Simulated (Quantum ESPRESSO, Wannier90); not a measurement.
Wannier functions of SnO (Pmn2₁)

```xyz
4
Lattice="3.3550 0.0000 0.0000 0.0000 5.6741 0.0000 0.0000 0.0000 4.2220" Properties=species:S:1:pos:R:3 pbc="T T T"
Sn     0.0000     1.3159    -2.0555
Sn     1.6775    -1.3159     0.0555
O      0.0000    -0.6171    -1.1110
O      1.6775     0.6171     1.0000
```

Materials Project entry mp-545552; symmetrised, unrelaxed at this level. Not found in the COD (Crystallography Open Database) copy used, which has the formula in other groups; not checked further. Computed values, not measurements, from PBEsol: Quantum ESPRESSO (norm-conserving PseudoDojo potentials, cutoff 68 Ry, no spin polarisation, no spin-orbit coupling) on a Γ-centred 10×6×8 mesh, then Wannier90. Density: 10×6×8 mesh, cold smearing 0.01 Ry. The cell is built of weakly bound layers, chains or molecules, whose nearest atoms lie 3.86 Å apart. Database cells relaxed without dispersion often hold them too far apart, which can enlarge gaps and weakens couplings between them; spacing and stacking were not compared with the measured crystal. Spin-orbit coupling is left out although heavy elements are present.

A tight-binding model is made by disentanglement and projection with no localisation steps (num_iter = 0), so the 16 orbitals stay atom-like: hydrogen-like Sn: s;p; O: s;p, axes along x, y, z; frozen window up to 2.80 eV relative to the valence-band maximum. It follows pw.x to 0.7 meV rms for states up to 2.3 eV relative to the valence-band maximum. Matrix elements depend on this choice of orbitals and windows.

Task: What are the on-site energies relative to the valence-band maximum, and how fast do the hoppings decay?

Result: 
```
atom  orbitals  energy (eV)
----  --------  -----------
Sn1          s        -2.58
Sn1         pz         3.33
Sn1         px         3.97
Sn1         py         4.01
Sn2          s        -2.58
Sn2         pz         3.33
Sn2         px         3.97
Sn2         py         4.01
O3           s       -16.87
O3          pz        -2.84
O3          px        -3.04
O3          py        -2.95
O4           s       -16.87
O4          pz        -2.84
O4          px        -3.04
O4          py        -2.95
```

```
distance of the centres (Å)  largest modulus (eV)
---------------------------  --------------------
2–3                                           1.9
3–4                                           1.5
4–5                                          0.51
5–6                                          0.12
6–7                                          0.16
7–8                                         0.032
8–9                                         0.027
9–10                                       0.0054
10–11                                       0.013
11–12                                      0.0053
12–13                                      0.0051
```
